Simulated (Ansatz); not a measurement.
SrTiO$_{3}$:
```cif
data_O3SrTi
_chemical_formula_sum 'Sr1 Ti1 O3'
_space_group_name_H-M_alt 'P 1'
_space_group_IT_number 1
_cell_length_a 3.89143
_cell_length_b 3.89143
_cell_length_c 3.89143
_cell_angle_alpha 90.000
_cell_angle_beta 90.000
_cell_angle_gamma 90.000
loop_
_space_group_symop_operation_xyz
  'x, y, z'
loop_
_atom_site_label
_atom_site_type_symbol
_atom_site_fract_x
_atom_site_fract_y
_atom_site_fract_z
_atom_site_occupancy
Sr1 Sr 0.00000 0.00000 0.00000 1
Ti1 Ti 0.50000 0.50000 0.50000 1
O1 O 0.50000 0.00000 0.50000 1
O2 O 0.00000 0.50000 0.50000 1
O3 O 0.50000 0.50000 0.00000 1
```

Relaxed with PBEsol.

Q: Give the optical modes at the zone centre with their infrared activity from DFPT, plane-wave PAW PBEsol (Ansatz code).

A: Transverse frequencies, without the LO–TO term; a row sums one degenerate level.

```
ω (cm⁻¹)  degeneracy  IR ((D/Å)²/amu)     activity  symmetry
--------  ----------  ---------------  -----------  --------
78i                3           210.35           IR       T1u
156                3             6.69           IR       T1u
228                3             0.00  IR-inactive       T2u
534                3            46.13           IR       T1u
```

Q: How high does the top mode go among those that the LO–TO term moves?

A: 764 cm⁻¹ for q along x.

Space group Pm-3m (cubic perovskite). Symmetry was held in the PBEsol relaxation. At this level the phase is dynamically unstable (imaginary phonons). No spin polarisation was allowed.

Potentials: the earlier of the program's two PAW sets. The files were generated under PBE; for other functionals the program regenerates the frozen cores, and for LDA and PBEsol the local potential too.
